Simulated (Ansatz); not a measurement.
RbTi, DFT, PBEsol, all-electron LAPW, scalar-relativistic (Ansatz 0.2.0), run on 1 thread of Intel(R) Xeon(R) Processor @ 2.50GHz (Skylake/Cascade Lake) on a shared host.

The structure comes from a relaxation in the same program, started in the CsCl type. Whether it is a known phase or the ground state wasn't checked. The listed cell was then made from it by scaling, straining or moving an atom.

Command: `ansatz run input.yaml --threads 1 --pin off --max-ram 2048MiB --backend cpu --events-out ev --progress --plain --runs-dir out`

```yaml
crystal:
  lattice:
    - [4.0329116624, 0.0, 0.0]
    - [0.0, 4.0329116624, 0.0]
    - [0.0, 0.0, 4.0329116624]
  atoms:
    - { symbol: Rb, position: [0.0, 0.0, 0.0] }
    - { symbol: Ti, position: [0.5, 0.5, 0.5] }
kpoints:
  mp_grid: { grid: [10, 10, 10] }
scf:
  occupations: { method: fermi_dirac, width: 0.03 }
hamiltonian:
  xc: pbesol
  pseudopotentials: { kind: all_electron, lapw: { basis_error: 0.0005 } }
output:
  forces: true
  stress: true
  eigenvalues: true
```

Q: How large is the problem that the program sets up?

A: 56 irreducible k-points, 251 plane waves at Γ, 23 bands.

Q: Estimate the wall time and the peak memory.

A: 26 s of wall time for 10 SCF iterations, with a peak of 0.36 GiB. Times on shared machines scatter by tens of per cent.

Q: And the same cell and mesh by PAW (frozen-core files), asked for forces, stress, eigenvalues, efg, on the same hardware?

A: 9.3 s, peak memory 0.42 GiB.
